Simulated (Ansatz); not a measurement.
Values for one crystal, relaxed and computed with DFT-LDA in the program Ansatz with PAW potentials; other levels are named.

| Property | Value |
|---|---|
| Volume per atom | 10.64 Å³ |
| Band gap | 4.49 eV (indirect) |
| Vibrational entropy at 300 K | 20.3 J/(K·mol of atoms) |
| Bulk modulus (Birch–Murnaghan fit) | 2140 kbar |
| Mechanical stability | stable (all eigenvalues of C positive) |
| Highest zone-centre frequency (without LO–TO term) | 676 cm^-1 |
| Debye temperature from the elastic constants | 423 K |

**Question.** Which compound is it?
A) HfO2, P4_2/nmc (Hf on 2a, O on 4d)
B) MgO, rock salt
C) Ga2O3, R-3m (Ga on 6c, O on 3a, O on 6c)
D) ZrO2, P4_2/nmc (Zr on 2a, O on 4d)

**Answer.** A, HfO2, P4_2/nmc (Hf on 2a, O on 4d)

This is a known high-temperature phase of the composition, computed here at zero pressure and temperature. The cell was relaxed with LDA under the symmetry of its start; its stability against distortions is not shown here. No spin polarisation was allowed. Scalar-relativistic: spin–orbit coupling is off unless named, which matters more the heavier the elements.

Potentials: the earlier of the program's two PAW sets. The files were generated under PBE; for other functionals the program regenerates the frozen cores, and for LDA and PBEsol the local potential too.
